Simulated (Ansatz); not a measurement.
The relaxed structure here is a generated cell of Cu: the first start was made by placing the elements on the sites of a structure type, and the end was not matched to a known phase here, so it may be hypothetical. Known forms of Cu include space group No. 225.

A relaxed cell of Cu (I4₁/amd (No. 141)), relaxed on a k-mesh at least as fine as the one used below. These are PBE (plane waves to 420 eV, PAW, scalar-relativistic; Ansatz, a first-principles code) values and carry that method's errors. Γ-centred k-mesh 15×8×10 on the run's cell (coarser than for final values), Fermi–Dirac smearing 0.05 eV.

```yaml
crystal:
  lattice:
    - [-2.32216, 2.32216, 1.22207]
    - [4.64433, -4.64433, 2.44415]
    - [2.32216, 2.32216, -1.22207]
  atoms:
    - { symbol: Cu, position: [0.75000, 0.12500, 0.50000] }
    - { symbol: Cu, position: [0.75000, 0.62500, 0.50000] }
    - { symbol: Cu, position: [0.00000, 0.00000, 0.00000] }
    - { symbol: Cu, position: [0.00000, 0.50000, 0.00000] }
```

Every atom was then displaced, and the forces became (eV/Å):

```tsv
atom	Fx	Fy	Fz
Cu1	-0.23	0.81	1.00
Cu2	0.11	0.66	-0.89
Cu3	0.21	-0.80	0.22
Cu4	-0.09	-0.67	-0.33
```

Task: Which atom was moved farthest relative to the others, and in which direction?

Result: Cu2, by (-0.03, -0.07, 0.10) Å (0.12 Å, mean shift removed); the next is Cu3 with 0.09 Å. Its force makes an angle of 170° with its move.

All displacements (Å):

| atom | ux | uy | uz |
|---|---|---|---|
| Cu1 | 0.053 | -0.070 | -0.090 |
| Cu2 | -0.029 | -0.091 | 0.052 |
| Cu3 | -0.015 | 0.051 | -0.097 |
| Cu4 | 0.007 | 0.029 | -0.041 |

Task: Estimate the energy cost of the displacement in the harmonic approximation and compare with the calculation.

Result: For a harmonic well ΔE = −½ Σ F·u = 0.170 eV a cell, or 43 meV/atom. The calculated energy relative to the undisplaced cell is +0.04 eV/atom, so the harmonic estimate holds well.

The undisplaced cell is probably no minimum: from this displacement the run went on to Fm-3m (No. 225), 0.33 eV/atom below it.

No spin polarisation in the result.
